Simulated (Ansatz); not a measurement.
Consider the following.

SnSe:
```xyz
8
Lattice="11.6890 0.0000 0.0000 0.0000 4.1249 0.0000 0.0000 0.0000 4.6956" Properties=species:S:1:pos:R:3 pbc="T T T"
Sn     7.2498     3.0937     1.7640
Sn     4.4392     1.0312     2.9316
Sn    10.2837     1.0312     4.1118
Sn     1.4053     3.0937     0.5838
Se     1.7297     1.0312     2.4038
Se     9.9593     3.0937     2.2918
Se     4.1148     3.0937     0.0560
Se     7.5742     1.0312     4.6396
```

This is the r²SCAN-relaxed structure. Cartesian axes are those of the cell as given.

Q: All from r²SCAN (plane waves, PAW; program Ansatz), unless another level is named. Give the band gap.

A: 1.01 eV (indirect).

Q: Predict the smallest direct gap on the standard path.

A: 1.37 eV.

Q: And the valence-band maximum?

A: on the Γ–Z line, 64 % of the way from Γ (k = 0.000, 0.000, 0.320 in fractions of the reciprocal vectors).

Space group Pnma. The r²SCAN relaxation kept the symmetry of its start. A crystal of weakly bound layers computed without a dispersion correction: the cell and the soft elastic constants depend strongly on that. Scalar-relativistic: spin–orbit coupling is off unless named, which matters more the heavier the elements.

Potentials: the later of the program's two PAW sets.
